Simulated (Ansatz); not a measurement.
Relaxed-ion elastic tensor of CrN in space group R-3m (No. 166; Cr on 3a, N on 3b) in GPa (Voigt order), the program Ansatz at the r²SCAN level (PAW); density 6.14 g/cm³, 8.93 Å³ per atom.

```
      1      2    3      4     5     6
-  ----  -----  ---  -----  ----  ----
1   564    158  152   37.8   0.0   0.0
2   158    564  152  -37.8   0.0   0.0
3   152    152  420    0.0   0.0   0.0
4  37.8  -37.8  0.0    218   0.0   0.0
5   0.0    0.0  0.0    0.0   218  37.8
6   0.0    0.0  0.0    0.0  37.8   203
```

Question: Is the crystal mechanically stable?

Answer: Yes: the smallest eigenvalue of C is 172 GPa.

Question: Work out the Voigt, Reuss and Hill averages.

Answer: K_V = 275, K_R = 269, K_H = 272; G_V = 200, G_R = 192, G_H = 196 GPa.

Question: Give Young's modulus, Poisson's ratio, Pugh's ratio and the universal anisotropy index.

Answer: E = 9KG/(3K + G) = 474 GPa; ν = 0.21; K/G = 1.39 (brittle by the Pugh limit of 1.75); A_U = 5G_V/G_R + K_V/K_R − 6 = 0.24.

Question: Estimate the sound speeds and the Debye temperature.

Answer: v_l = √((K + 4G/3)/ρ) = 9320 m/s, v_t = √(G/ρ) = 5650 m/s, mean 6240 m/s; Θ = (h/k)(3n/4πV)^(1/3) v_m = 896 K.

A made-up cell: these elements were put on the sites of a structure type; the Crystallography Open Database copy checked does not list it. COD files the formula under space group No. 225, so this cell is another polymorph or a model. Its standing as an ambient phase is unchecked. The r²SCAN relaxation kept the symmetry of its start, as lowered by the spin order; its stability against distortions is not shown here. Spin order of the final state: antiferromagnetic, chosen from 3 collinear starts compared on coarse meshes (ties went to the first, and starts can fall back to one state), not a proven ground state. Other orbital occupations within this spin state were not tried. No Hubbard U is applied.

Potentials: the earlier of the program's two PAW sets.
